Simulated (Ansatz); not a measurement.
How the field gradients follow the size of the cell in CaZnSiH2O5

Reference cell: an entry of the Crystallography Open Database (COD), its atoms then relaxed with PBE in this cell.

```cif
data_CaZnSiH2O5
_symmetry_space_group_name_H-M 'Cc'
_symmetry_Int_Tables_number 9
_cell_length_a 5.1310
_cell_length_b 15.9280
_cell_length_c 5.4220
_cell_angle_alpha 90.000
_cell_angle_beta 103.390
_cell_angle_gamma 90.000
loop_
_atom_site_label
_atom_site_type_symbol
_atom_site_symmetry_multiplicity
_atom_site_Wyckoff_symbol
_atom_site_fract_x
_atom_site_fract_y
_atom_site_fract_z
Ca Ca 4 a 0.8457 0.9282 0.1385
Zn Zn 4 a 0.4974 0.7499 0.9971
Si Si 4 a 0.5080 0.8624 0.5177
H7 H 4 a 0.1441 0.0833 0.2157
H9 H 4 a 0.3171 0.0126 0.3913
O11 O 4 a 0.6274 0.8415 0.8181
O13 O 4 a 0.5983 0.9553 0.4419
O15 O 4 a 0.1372 0.0422 0.3534
O17 O 4 a 0.6326 0.7922 0.3464
O19 O 4 a 0.1783 0.1430 0.9517
```

One atom of each set is listed; the run and its k-mesh use a cell of 20 atoms with edges of 8.37, 8.37, 5.42 Å.

All values are calculated (Ansatz; DFT, PBE, plane waves and PAW, scalar-relativistic, 420 eV cutoff, Γ-centred 5×5×4 k-points, Fermi–Dirac smearing 0.02 eV), not measured.

The cell is scaled uniformly, and the ions relax again at each size. Five of the sites with a gradient are followed.

Q: How do the gradients (10²¹ V/m²) respond?

A: 

```
V/V₀   Ca V_zz (η)   Zn V_zz (η)   Si V_zz (η)  H7 V_zz (η)  H9 V_zz (η)
0.96   1.84 (0.96)  -3.83 (0.49)  -1.37 (0.93)  2.82 (0.13)  2.30 (0.14)
0.99  -1.68 (0.90)  -3.67 (0.41)  -1.38 (0.95)  2.91 (0.13)  2.40 (0.14)
1.00  -1.66 (0.82)  -3.62 (0.40)  -1.37 (0.95)  2.92 (0.13)  2.41 (0.14)
1.06  -1.57 (0.40)  -3.43 (0.26)   1.37 (1.00)  3.04 (0.13)  2.58 (0.14)
```

Logarithmic slopes d ln|V_zz|/d ln V over the series, for the sites that change steadily: Zn -1.1, H7 0.8, H9 1.1. Point charges on a uniformly scaled lattice would give −1; atoms that shift within the cell as it changes, and charge that moves in the bonds, make the difference.

The lattice is static: at room temperature water may turn and average the couplings of its hydrogen. On some sites the largest principal value moves to another axis along the series, and the sign of V_zz can flip with it.
